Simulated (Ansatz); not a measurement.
input.yaml

```yaml
crystal:
  lattice:
    - [6.33099, 0.007204, 0.151157]
    - [0.007204, 6.30101, 0.002716]
    - [0.151157, 0.002716, 6.452972]
  atoms:
    - { symbol: Pb, position: [0.9753627411, 0.5720928988, 0.5263796878] }
    - { symbol: Pb, position: [0.6780117424, 0.3523725, 0.9987239925] }
    - { symbol: O, position: [0.0560473657, 0.2158285359, 0.8590589313] }
    - { symbol: O, position: [0.5897746864, 0.7505925161, 0.4670647869] }
    - { symbol: O, position: [0.4940681792, 0.1626158875, 0.3423652024] }
    - { symbol: O, position: [0.4342332054, 0.1477406668, 0.7437369594] }
    - { symbol: O, position: [0.8805442865, 0.9547610794, 0.2469890729] }
    - { symbol: O, position: [0.161275748, 0.0477051579, 0.5231061274] }
    - { symbol: O, position: [0.1157546101, 0.4293101149, 0.1877875624] }
    - { symbol: O, position: [0.3490327873, 0.5607967414, 0.7432454867] }
    - { symbol: O, position: [0.7920849381, 0.6972104511, 0.9644995993] }
    - { symbol: O, position: [0.7452509822, 0.3194145654, 0.5681650841] }
    - { symbol: O, position: [0.2381022636, 0.0346658859, 0.1258645473] }
    - { symbol: B, position: [0.2822992349, 0.0770063134, 0.3119275667] }
    - { symbol: B, position: [0.2067291861, 0.1254198294, 0.708294994] }
    - { symbol: B, position: [0.4958473074, 0.669622043, 0.6143395151] }
    - { symbol: B, position: [0.8474494471, 0.815280742, 0.0988517032] }
    - { symbol: B, position: [0.5632242921, 0.2095005684, 0.5913139638] }
    - { symbol: B, position: [0.13373318, 0.2407943793, 0.0666498103] }
basis:
  ecutwfc: 420
kpoints:
  mp_grid: { grid: [3, 3, 3] }
hamiltonian:
  xc: pbe
scf:
  occupations: { method: fermi_dirac, width: 0.2111 }
output:
  forces: true
  stress: true
  eigenvalues: true
  populations: true
  write_density: true
  write_potential: true
  elf: true
  volumetric_format: npy
```

Run as
```bash
ansatz run input.yaml --threads 2 --pin off --max-ram 5120MiB --backend cpu --events-out ev --progress --plain --runs-dir out
```

Computed with DFT PBE, scalar-relativistic, plane waves, PAW in Ansatz.

Part of what the program printed, abridged:

```
band count auto-derived: 78 (N_el = 112.0; filled up to band 56; 75 by the electrons, moments and atoms)
Pseudopotentials: kind: paw
Pseudopotential: Pb, paw, valence charge 14, recommended cutoff 420 eV (normal)
Pseudopotential: O, paw, valence charge 6, recommended cutoff 420 eV (normal)
Pseudopotential: B, paw, valence charge 3, recommended cutoff 420 eV (normal)
Functional definition: PBE
Crystal: 19 atoms, lattice volume = 257.275 Å³
Basis set: ecut = 420 eV, 5043 PW (Γ), exchange–correlation on 90×90×90 points (8 copies of the dense FFT grid, shifted against one another)
Bands: 78, of which v1, the nominal top of the filled ones, is band 56 counted from 1 (55 counted from 0)
Symmetry: 1 space group operations
Space group: P1 (ITA 1), of the structure as read, at distance tolerance 6.4e-5 Å
k-points: 14 of 27 (time reversal used)
Initial density: superposition of atomic densities (neutral atoms: chi_scale 0, normalization atom), corrected by the library's trained network
Initial wavefunctions: pseudopotential atomic-orbital guess
Functional: x = pbe(κ = 0.804, μ = 0.21951497), c = pbe(β = 0.06672455)
SCF iter   1: F=—  HF=-30995.306382 eV  |F-HF|=—  |Δ(HF+E_count)|=         —  Δρ=3.63e-3  dr2=3.53e-2  ethr=1.77e-3  ⟨swp⟩=7.9  Hψ=5269  notcnv=0
SCF iter   2: F=—  HF=-30995.304780 eV  |F-HF|=—  |Δ(HF+E_count)|=   1.60e-3  Δρ=1.82e-3  dr2=8.08e-3  ethr=3.15e-5  ⟨swp⟩=2.6  Hψ=1880  notcnv=0
SCF iter   3: F=—  HF=-30995.305973 eV  |F-HF|=—  |Δ(HF+E_count)|=   1.19e-3  Δρ=8.83e-4  dr2=1.99e-3  ethr=7.21e-6  ⟨swp⟩=2.0  Hψ=1790  notcnv=0
SCF iter   4: F=—  HF=-30995.305726 eV  |F-HF|=—  |Δ(HF+E_count)|=   2.47e-4  Δρ=2.84e-4  dr2=2.16e-4  ethr=1.78e-6  ⟨swp⟩=2.0  Hψ=1795  notcnv=0
SCF iter   5: F=—  HF=-30995.305762 eV  |F-HF|=—  |Δ(HF+E_count)|=   3.58e-5  Δρ=1.82e-4  dr2=7.66e-5  ethr=1.93e-7  ⟨swp⟩=2.0  Hψ=1738  notcnv=0
SCF iter   6: F=—  HF=-30995.305887 eV  |F-HF|=—  |Δ(HF+E_count)|=   1.25e-4  Δρ=5.17e-5  dr2=6.14e-6  ethr=6.84e-8  ⟨swp⟩=2.0  Hψ=1795  notcnv=0
SCF iter   7: F=—  HF=-30995.305890 eV  |F-HF|=—  |Δ(HF+E_count)|=   3.23e-6  Δρ=1.90e-5  dr2=8.58e-7  ethr=5.48e-9  ⟨swp⟩=2.0  Hψ=1711  notcnv=0
SCF iter   8: F=—  HF=-30995.305890 eV  |F-HF|=—  |Δ(HF+E_count)|=   5.48e-7  Δρ=1.02e-5  dr2=2.35e-7  ethr=7.66e-10  ⟨swp⟩=2.0  Hψ=1864  notcnv=0
SCF iter   9: F=-30995.305891 eV  HF=-30995.305890 eV  |F-HF|=2.09e-8  |Δ(HF+E_count)|=   6.23e-8  Δρ=2.79e-6  dr2=1.80e-8  ethr=8.93e-11  ⟨swp⟩=17.1  Hψ=8189  notcnv=0
SCF 1 converged in 9 iterations: F = -30995.305891 eV  dr2 = 1.80e-8
SCF converged after 9 iterations
Free energy (F): -30995.305891 eV
Harris-Foulkes:  -30995.305890 eV  (|F-HF|=2.09e-8)
Internal energy: -30995.302680 eV  (E = F + TS)
E sigma→0 (E₀):  -30995.304285 eV
Entropy (-TS):   -0.003211 eV (-0.169 meV/atom)
Fermi energy:    5.352026 eV
--- Per-component energies (eV) ---
  E_band       = -591.459038
  E_kinetic    = 2781.171610
  E_local      = -8051.090448  (includes V_loc(G=0)·N_el)
  E_nonlocal   = 1303.357578
  E_hartree    = 2979.993132
  E_xc         = -1435.879382
  E_vxc        = -1514.304922  (∫ρ·V_xc dr)
  E_paw        = -23018.366858  (= ΣΔE_a)
  E_vpaw       = -1070.606250  (= ΣTr[D̂ρ^β])
  E_aug_tail   = 0.027295  (compensation charges beyond the density's cutoff)
  E_ewald      = -5554.515608
  E_smearing   = -0.003211  (= −TS)
--- Forces (eV/Å), atoms counted from 1 ---
  atom   1  Pb     1.01044589     1.20273588    -0.66815608
  atom   2  Pb    -0.58516166    -0.43245860     0.81254644
  atom   3  O      2.11463131    -0.78512463    -0.18688194
  atom   4  O      1.96655561     0.97040382    -1.67005794
  atom   5  O     -2.21430913     0.00133155     2.66395812
  atom   6  O     -2.21593143    -0.96414121     1.76539962
  atom   7  O     -0.91521842    -2.62897748    -3.03306543
  atom   8  O     -0.25194735     0.08788919    -1.72882030
  atom   9  O     -0.27941728    -3.66450951    -1.96165590
  atom  10  O      3.19767457     2.48939245    -2.19131415
  atom  11  O     -1.24272452    -2.85766731    -4.02220499
  atom  12  O     -1.67538480    -1.42363525     1.95963077
  atom  13  O     -1.78073385     1.78920766    -3.52744759
  atom  14  B      4.60075712     1.64357707     6.67417492
  atom  15  B      0.79833967     0.89037612     0.31763968
  atom  16  B     -5.49854576    -3.79868898     4.22690403
  atom  17  B      1.51600590     5.80592982     6.19756976
  atom  18  B      1.47278301     0.81297143    -6.84114087
  atom  19  B     -0.01785044     0.86136761     1.21295050
--- Stress (GPa, compression-positive) ---
        0.123398       2.214572       2.646619
        2.214599      -2.039085      -2.256411
        2.646644      -2.256442      -2.809464
  P = ⅓ Tr σ = -1.5751 GPa (-15.751 kbar)
--- Band table (eV; the first three rows and the last of 14) ---
  k-point 0: bands = ["-17.5873", "-16.8358", "-16.1804", "-15.8206", "-15.7970", "-15.0516", "-14.7940", "-13.6912", "-13.5884", "-13.4321", "-13.2789", "-12.5442", "-12.5301", "-12.4592", "-12.4265", "-12.3963", "-12.0875", "-12.0424", "-12.0255", "-11.9848", "-11.8786", "-5.7375", "-4.7828", "-4.4468", "-4.2238", "-3.6859", "-3.1881", "-2.5537", "-2.4470", "-1.7875", "-1.5848", "-1.2913", "-0.9981", "-0.7333", "-0.5798", "-0.2709", "-0.1315", "0.0032", "0.0571", "0.3046", "0.5025", "0.5390", "0.7663", "0.8944", "1.1659", "1.3406", "1.6754", "1.7975", "2.0020", "2.1067", "2.5645", "2.6455", "2.7900", "2.9290", "3.2971", "3.6940", "7.4267", "7.5202", "8.1336", "8.1949", "8.3788", "8.8432",  ...
  k-point 1: bands = ["-17.5330", "-16.9325", "-16.2337", "-15.7983", "-15.7108", "-15.0440", "-14.7934", "-13.6846", "-13.6110", "-13.4331", "-13.2783", "-12.5458", "-12.5304", "-12.4570", "-12.4257", "-12.3993", "-12.0873", "-12.0445", "-12.0261", "-11.9852", "-11.8808", "-5.7402", "-5.0535", "-4.2824", "-3.9290", "-3.7847", "-3.3412", "-2.5065", "-2.2232", "-1.8408", "-1.6459", "-1.1861", "-0.9792", "-0.8314", "-0.5639", "-0.3867", "-0.2590", "-0.0256", "0.1861", "0.3621", "0.3994", "0.4777", "0.7683", "0.8833", "1.1466", "1.3288", "1.7012", "1.8050", "1.9944", "2.3086", "2.5936", "2.6438", "2.8533", "2.9683", "3.1916", "3.6981", "7.2521", "7.4446", "7.6962", "8.1270", "8.6102", "9.0702", ...
  k-point 2: bands = ["-17.5850", "-16.8348", "-16.1805", "-15.8216", "-15.7962", "-15.0350", "-14.8169", "-13.6940", "-13.5802", "-13.4360", "-13.2791", "-12.5441", "-12.5301", "-12.4588", "-12.4264", "-12.3992", "-12.0879", "-12.0431", "-12.0252", "-11.9849", "-11.8798", "-5.7424", "-4.7743", "-4.4423", "-4.2799", "-3.7319", "-3.1769", "-2.5452", "-2.3357", "-1.7290", "-1.6026", "-1.1964", "-0.8498", "-0.8054", "-0.6781", "-0.3708", "-0.1831", "0.0535", "0.2094", "0.3606", "0.4751", "0.5881", "0.6865", "0.8858", "1.0648", "1.4256", "1.5897", "1.7359", "1.9553", "2.2145", "2.4757", "2.7573", "2.8151", "2.9283", "3.1669", "3.6804", "7.2096", "7.6453", "7.7872", "7.9606", "8.3583", "8.8911",  ...
  k-point 13: bands = ["-17.5214", "-16.9325", "-16.2495", "-15.7962", "-15.7117", "-15.0196", "-14.8176", "-13.6842", "-13.6307", "-13.4398", "-13.2479", "-12.5513", "-12.5298", "-12.4585", "-12.4261", "-12.4018", "-12.0879", "-12.0451", "-12.0249", "-11.9897", "-11.8760", "-5.6264", "-5.1407", "-4.5025", "-4.0888", "-3.7402", "-3.0894", "-2.4417", "-2.1647", "-1.8211", "-1.5237", "-1.3866", "-0.9195", "-0.8240", "-0.5610", "-0.3676", "-0.1762", "0.0672", "0.2008", "0.3394", "0.3687", "0.6050", "0.7573", "0.8888", "1.1783", "1.4506", "1.6203", "1.7943", "2.0128", "2.3453", "2.4884", "2.6496", "2.7158", "2.8799", "3.0439", "3.6875", "7.0391", "7.3357", "7.7816", "8.0150", "8.5274", "8.7209", ...
--- Löwdin populations: 19 sites ---
  site symbol q [e]
     0     Pb     12.8354
     1     Pb     12.8022
     2      O      6.4036
     3      O      6.4417
     4      O      6.4547
     5      O      6.3761
     6      O      6.4930
     7      O      6.3787
     8      O      6.5684
     9      O      6.5771
    10      O      6.5012
    11      O      6.5383
    12      O      6.3712
    13      B      2.3345
    14      B      2.3302
    15      B      2.5033
    16      B      2.4606
    17      B      2.3934
    18      B      2.4222
  spilling = 0.007270 (of n_electrons = 112.000000)
```

The run converged.

The run took 29 s on 2 threads of Arm Neoverse V1 (shared host), peak memory 0.63 GiB.

Spin-orbit coupling is left out, which matters for the bands of heavy elements.